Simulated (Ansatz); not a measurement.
# Mg2Mn3InS8: field gradients at two levels of theory

Cell: a computed structure from the Materials Project (it need not be an observed phase).

```yaml
crystal:
  lattice:
    - [6.33594, -3.69928, 0.00000]
    - [6.33594, 3.69928, 0.00000]
    - [-4.31111, 0.00000, 6.10582]
  atoms:
    - { symbol: Mg, position: [0.12573, 0.12573, 0.87756] }
    - { symbol: Mg, position: [0.87427, 0.87427, 0.12244] }
    - { symbol: Mn, position: [0.00000, 0.50000, 0.50000] }
    - { symbol: Mn, position: [0.50000, 0.50000, 0.50000] }
    - { symbol: Mn, position: [0.50000, 0.00000, 0.50000] }
    - { symbol: In, position: [0.50000, 0.50000, 0.00000] }
    - { symbol: S, position: [0.26083, 0.26083, 0.28051] }
    - { symbol: S, position: [0.28269, 0.74690, 0.27710] }
    - { symbol: S, position: [0.74690, 0.28269, 0.27710] }
    - { symbol: S, position: [0.75117, 0.75117, 0.28517] }
    - { symbol: S, position: [0.25310, 0.71731, 0.72289] }
    - { symbol: S, position: [0.24883, 0.24883, 0.71483] }
    - { symbol: S, position: [0.73917, 0.73917, 0.71949] }
    - { symbol: S, position: [0.71731, 0.25310, 0.72289] }
```

Sites (sets of like atoms) are named by element and the number of their first atom in this list.

First run. Level of theory: DFT, PBE, plane waves and PAW, scalar-relativistic, collinear spin, 420 eV cutoff, Γ-centred 6×6×6 k-points, Fermi–Dirac smearing 0.05 eV (Ansatz 0.2.0). Start moments as typed (μB): 4 on each Mn, none on the rest.

```tsv
site	atom	V_zz (10²¹ V/m²)	η	m (μB)
Mg	1	-0.45	0.36	0.02
Mn3	3	0.58	0.99	3.62
Mn4	4	-0.66	0.39	3.65
In	6	-2.98	0.04	0.03
S7	7	-1.94	0.20	0.00
S8	8	-2.46	0.57	-0.02
S10	10	-2.67	0.74	-0.02
```

Second run. The same atoms and settings, except that the functional is r2SCAN and the cutoff is 500 eV.

Task: Given the first result, estimate the second.

Result: 

| site | atom | V_zz | η | change of V_zz | m (μB) |
| --- | --- | --- | --- | --- | --- |
| Mg | 1 | -0.48 | 0.33 | -0.03 | 0.02 |
| Mn3 | 3 | -0.97 | 0.54 | – | 3.83 |
| Mn4 | 4 | -0.79 | 0.30 | -0.13 | 3.86 |
| In | 6 | -3.00 | 0.05 | -0.02 | 0.02 |
| S7 | 7 | -2.59 | 0.21 | -0.65 | -0.05 |
| S8 | 8 | -2.87 | 0.67 | -0.41 | -0.06 |
| S10 | 10 | -3.08 | 0.83 | -0.41 | -0.06 |

The largest change of V_zz along a kept axis is on S7, from -1.94 to -2.59. In per cent, |V_zz| changes by +1 on In, +16 on S (all sites that start above 2). On Mn3 the largest principal value lies along another axis in the second run, so the two V_zz can't be compared directly. The absolute magnetisation of the cell goes from 12.6 to 13.4 μB.

The run finds no gap above 0.1 eV (a metal, or nearly one), so the gradients can move by 10 % or more with the k-mesh. Without spin–orbit coupling (the program notes it for In) the gradients can shift somewhat, as the gap is small. Semilocal functionals can leave a metal where correlation in the d or f shell opens a gap in the real compound, and that would change the values at and beside Mn. All moments are parallel here, as the start or the cell imposes; many such compounds order antiparallel, where fields and spin densities carried over to other atoms largely cancel. The magnetic order is the one that the run reached from its start moments, not necessarily the measured one.
For the second run: The program didn't check the stability of this electronic state in full, so a lower one may lie near.
